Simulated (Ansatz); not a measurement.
Frozen-phonon scan for KF (rock salt)

Starting cell, KF (rock salt):

```xyz
2
Lattice="0.0000 2.7104 2.7104 2.7104 0.0000 2.7104 2.7104 2.7104 0.0000" Properties=species:S:1:pos:R:3 pbc="T T T"
F      0.0000     0.0000     0.0000
K      2.7104     2.7104     2.7104
```

A phonon eigenvector at Γ is frozen into this cell: atom i moves by Q times the vector below, so Q is the largest atomic displacement, in Å. The cell is held. It is one choice among 3 degenerate patterns.

| atom | x | y | z |
|---|---|---|---|
| F1 | 0.000 | 0.000 | -1.000 |
| K2 | 0.000 | 0.000 | 0.486 |

Level of theory: PBE (plane waves to 420 eV, PAW, scalar-relativistic; Ansatz, a program for electronic structure). k mesh 11×11×11 (Γ-centred), Fermi-Dirac smearing 0.05 eV. Energies are smeared free energies. Stress and pressure are positive under compression. KF was relaxed with its symmetry unable to fall. The zero of ΔE is the undisplaced structure.

```csv
Q (Å),ΔE (eV/cell),P (GPa),−dE/dQ from forces (eV/Å)
-0.100,0.0148,0.28,0.312
-0.083,0.0101,0.19,0.252
-0.067,0.0064,0.12,0.197
-0.050,0.0036,0.07,0.144
-0.033,0.0016,0.03,0.095
-0.017,0.0004,0.01,0.047
0.000,0.0000,0.00,0.000
0.017,0.0004,0.01,-0.047
0.033,0.0016,0.03,-0.095
0.050,0.0036,0.07,-0.144
0.067,0.0064,0.12,-0.197
0.083,0.0101,0.19,-0.252
0.100,0.0148,0.28,-0.312
```

Summary:

| Item | Value |
|---|---|
| Energy at Q = 0.100 Å | 14.8 meV/cell |
| Space group of the distorted cell | I4mm (No. 107), lowered from Fm-3m |
| Symmetry of the curve | even: the same for both signs |
| Shape of the curve | a single well with its minimum at or next to zero displacement |
| Harmonic wavenumber from the curvature (finite differences) | 165 cm⁻¹ |
| Wavenumber by perturbation theory (DFPT, on another k mesh) | 165 cm⁻¹ |

(A displaced cell: forces are minus the slopes of the energy, force constants its curvatures, and phonons follow from these.)
